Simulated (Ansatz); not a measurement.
Relaxed-ion elastic tensor of TePb (zinc blende, space group No. 216) in GPa (Voigt order), r²SCAN in the plane-wave PAW code Ansatz; density 5.75 g/cm³, 48.32 Å³ per atom.

```
28.2  26.1  26.1   0.0   0.0   0.0
26.1  28.2  26.1   0.0   0.0   0.0
26.1  26.1  28.2   0.0   0.0   0.0
 0.0   0.0   0.0  -6.4   0.0   0.0
 0.0   0.0   0.0   0.0  -6.4   0.0
 0.0   0.0   0.0   0.0   0.0  -6.4
```

Question: Is the crystal mechanically stable?

Answer: No: the smallest eigenvalue of C is -6.4 GPa.

Space group F-43m (zinc blende). The cell is a constructed one: a structure type filled with these elements; neither database checked (COD, Materials Project) lists it. It is not the phase usual at ambient conditions (space group No. 225). The cell was relaxed with r²SCAN under the symmetry of its start. At this level the phase is mechanically unstable. Scalar-relativistic: spin–orbit coupling is off unless named, which matters more the heavier the elements.

Potentials: the later of the program's two PAW sets.
